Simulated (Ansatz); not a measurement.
**CuAu: computed DOS**

```cif
data_structure
_symmetry_space_group_name_H-M 'P4/mmm'
_symmetry_Int_Tables_number 123
_cell_length_a 2.8000
_cell_length_b 2.8000
_cell_length_c 3.6700
_cell_angle_alpha 90.000
_cell_angle_beta 90.000
_cell_angle_gamma 90.000
_cell_volume 28.77
loop_
_atom_site_label
_atom_site_type_symbol
_atom_site_symmetry_multiplicity
_atom_site_Wyckoff_symbol
_atom_site_fract_x
_atom_site_fract_y
_atom_site_fract_z
_atom_site_occupancy
Cu1 Cu 1 d 0.50000 0.50000 0.50000 1
Au1 Au 1 a 0.00000 0.00000 0.00000 1
```

The runs use the primitive cell with vectors (2.800, 0.000, 0.000), (0.000, 2.800, 0.000), (0.000, 0.000, 3.670) Å, to which the k mesh refers.

It takes space group P4/mmm (No. 123, tetragonal). Conventional cell: a = 2.800 Å, b = 2.800 Å, c = 3.670 Å, α = 90.00°, β = 90.00°, γ = 90.00°. Cu (site symmetry 4/mmm) is surrounded by 8 Au at 2.70 Å and 4 Cu at 2.80 Å. Au (site symmetry 4/mmm) has 8 Cu at 2.70 Å and 4 Au at 2.80 Å as nearest neighbours.

The cell comes from COD entry 9004223, which wasn't checked; take it as a given geometry.

No spin–orbit coupling, which matters for the heavy atoms here.

The calculation used DFT, PBE, all-electron LAPW, scalar-relativistic (Ansatz 0.2.0).

Settings: a Γ-centred 13×13×10 k mesh, Fermi–Dirac smearing of 0.05 eV, basis error target 0.25 meV/atom, no spin polarisation.

States per eV and cell, averaged over 0.4 eV, from -5.8 to 4.0 eV, with energies (bin centres) from the Fermi level; empty bins are left out. The partial columns, the largest 4 alone, are projections on Löwdin-orthogonalised atomic shells (those that the program's projection atoms carry: the occupied ones and, for some elements, an empty d or f shell; other empty shells have no column), summed over atoms of an element. Weights on diffuse s and p shells depend on that basis and aren't pure angular character.

```json
{"E (eV)": "-5.7", "total": "3.43", "Cu 3d": "0.42", "Au 5d": "2.78", "Au 6s": "0.14", "Cu 4s": "0.05"}
{"E (eV)": "-5.3", "total": "2.86", "Cu 3d": "0.42", "Au 5d": "2.25", "Au 6s": "0.13", "Cu 4s": "0.03"}
{"E (eV)": "-4.9", "total": "2.96", "Cu 3d": "0.41", "Au 5d": "2.34", "Au 6s": "0.11", "Cu 4s": "0.06"}
{"E (eV)": "-4.5", "total": "3.01", "Cu 3d": "0.55", "Au 5d": "2.26", "Au 6s": "0.12", "Cu 4s": "0.04"}
{"E (eV)": "-4.1", "total": "4.10", "Cu 3d": "0.82", "Au 5d": "3.07", "Au 6s": "0.14", "Cu 4s": "0.04"}
{"E (eV)": "-3.7", "total": "2.14", "Cu 3d": "0.51", "Au 5d": "1.44", "Au 6s": "0.08", "Cu 4s": "0.08"}
{"E (eV)": "-3.3", "total": "2.00", "Cu 3d": "0.95", "Au 5d": "0.79", "Au 6s": "0.07", "Cu 4s": "0.12"}
{"E (eV)": "-2.9", "total": "4.58", "Cu 3d": "3.67", "Au 5d": "0.63", "Au 6s": "0.04", "Cu 4s": "0.13"}
{"E (eV)": "-2.5", "total": "4.70", "Cu 3d": "4.00", "Au 5d": "0.53", "Au 6s": "0.03", "Cu 4s": "0.06"}
{"E (eV)": "-2.1", "total": "7.38", "Cu 3d": "6.13", "Au 5d": "1.12", "Au 6s": "0.04", "Cu 4s": "0.05"}
{"E (eV)": "-1.7", "total": "6.41", "Cu 3d": "4.90", "Au 5d": "1.36", "Au 6s": "0.06", "Cu 4s": "0.06"}
{"E (eV)": "-1.3", "total": "1.00", "Cu 3d": "0.59", "Au 5d": "0.19", "Au 6s": "0.09", "Cu 4s": "0.09"}
{"E (eV)": "-0.9", "total": "0.76", "Cu 3d": "0.32", "Au 5d": "0.13", "Au 6s": "0.11", "Cu 4s": "0.13"}
{"E (eV)": "-0.5", "total": "0.54", "Cu 3d": "0.16", "Au 5d": "0.09", "Au 6s": "0.10", "Cu 4s": "0.10"}
{"E (eV)": "-0.1", "total": "0.48", "Cu 3d": "0.11", "Au 5d": "0.07", "Au 6s": "0.10", "Cu 4s": "0.09"}
{"E (eV)": "0.3", "total": "0.62", "Cu 3d": "0.09", "Au 5d": "0.11", "Au 6s": "0.15", "Cu 4s": "0.11"}
{"E (eV)": "0.7", "total": "0.55", "Cu 3d": "0.07", "Au 5d": "0.08", "Au 6s": "0.13", "Cu 4s": "0.11"}
{"E (eV)": "1.1", "total": "0.57", "Cu 3d": "0.05", "Au 5d": "0.07", "Au 6s": "0.12", "Cu 4s": "0.11"}
{"E (eV)": "1.5", "total": "0.53", "Cu 3d": "0.04", "Au 5d": "0.05", "Au 6s": "0.11", "Cu 4s": "0.10"}
{"E (eV)": "1.9", "total": "0.49", "Cu 3d": "0.03", "Au 5d": "0.04", "Au 6s": "0.09", "Cu 4s": "0.10"}
{"E (eV)": "2.3", "total": "0.46", "Cu 3d": "0.02", "Au 5d": "0.03", "Au 6s": "0.08", "Cu 4s": "0.09"}
{"E (eV)": "2.7", "total": "0.43", "Cu 3d": "0.02", "Au 5d": "0.02", "Au 6s": "0.07", "Cu 4s": "0.08"}
{"E (eV)": "3.1", "total": "0.46", "Cu 3d": "0.02", "Au 5d": "0.02", "Au 6s": "0.10", "Cu 4s": "0.08"}
{"E (eV)": "3.5", "total": "0.49", "Cu 3d": "0.02", "Au 5d": "0.02", "Au 6s": "0.11", "Cu 4s": "0.09"}
{"E (eV)": "3.9", "total": "0.53", "Cu 3d": "0.02", "Au 5d": "0.03", "Au 6s": "0.13", "Cu 4s": "0.12"}
```

(1) Where is the centre of the filled Cu 3d states between -14 eV and the top of the filled states?

## Answers

(1) -2.61 eV from the Fermi level.
